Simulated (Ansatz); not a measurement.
Zr$_{2}$CN:
```
Zr2CN
1.0
    1.64387     0.94909     5.37487
   -1.64387     0.94909     5.37487
    0.00000    -1.89818     5.37487
Zr C N
2 1 1
Direct
  0.74907   0.74907   0.74907
  0.25093   0.25093   0.25093
  0.00000   0.00000   0.00000
  0.50000   0.50000   0.50000
```

This is the r²SCAN-relaxed structure.

Task: All from r²SCAN in the plane-wave PAW code Ansatz, unless another level is named. Give the electronic character.

Result: metallic (no gap).

Task: Give the density of states at the Fermi level.

Result: 0.25 states/eV per atom (mean over ±0.08 eV).

Task: Predict the formation energy from the elements (no fitted shifts).

Result: -1.53 eV/atom.

Space group R-3m. The first step of the workflow began from a Materials Project structure, measured or hypothetical; the Crystallography Open Database copy checked does not list it. Its standing as an ambient phase is unchecked. The cell was relaxed with r²SCAN under the symmetry of its start; whether a distortion lowers the energy is not shown. No spin polarisation was allowed. With an odd number of electrons in the cell and no spin polarisation, the count alone makes it a metal. The references are the lowest solids computed at this level, not always the standard phases (solids in place of the gases). Scalar-relativistic: spin–orbit coupling is off unless named, which matters more the heavier the elements.

Potentials: the earlier of the program's two PAW sets.
